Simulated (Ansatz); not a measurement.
ZrCu:
Space group Cm (No. 8); a = 6.5711 Å, b = 8.2268 Å, c = 5.2753 Å, α = γ = 90.00°, β = 102.98°

| atom | site | symmetry | x | y | z |
|---|---|---|---|---|---|
| Zr | 2a | m | 0.4082 | 0.5000 | 0.0097 |
| Zr | 2a | m | 0.4106 | 0.0000 | 0.9789 |
| Zr | 4b | 1 | 0.0453 | 0.2214 | 0.5898 |
| Cu | 2a | m | 0.2163 | 0.5000 | 0.4517 |
| Cu | 2a | m | 0.3032 | 0.0000 | 0.4369 |
| Cu | 4b | 1 | 0.1973 | 0.2496 | 0.1494 |
(The calculation used a cell of 8 atoms; values per cell refer to that cell.)

Relaxed with r²SCAN.

### Question
Tabulate the valence density and the electron localisation function along the shortest Cu–Cu contact (2.55 Å), DFT-r²SCAN in the program Ansatz with PAW potentials.

### Answer


```
distance from Cu (Å)  density (e/Å³)   ELF
--------------------  --------------  ----
0.26                           39.81  0.59
0.38                           18.14  0.31
0.51                            7.10  0.17
0.64                            2.77  0.13
0.77                            1.19  0.14
0.89                            0.58  0.16
1.02                            0.39  0.20
1.15                            0.33  0.27
1.28                            0.30  0.31
1.40                            0.32  0.26
1.53                            0.39  0.19
1.66                            0.57  0.16
1.79                            1.19  0.14
1.92                            2.77  0.13
2.04                            7.10  0.17
2.17                           18.14  0.31
2.30                           39.88  0.59
```

The density is the valence pseudo-density with augmentation charge, so density and ELF within about 1 Å of a nucleus are not all-electron values.

The workflow started from a Materials Project entry (that database holds measured and hypothetical structures alike); the Crystallography Open Database copy checked does not list it. Its standing as an ambient phase is unchecked. The cell was relaxed with r²SCAN under the symmetry of its start; whether a distortion lowers the energy is not shown. The run is not spin-polarised. Axis ratios of metals converge slowly with the k-mesh, so a and c are less sure than the volume.

Potentials: the earlier of the program's two PAW sets. The files were generated under PBE; for other functionals the program regenerates the frozen cores, and for LDA and PBEsol the local potential too.
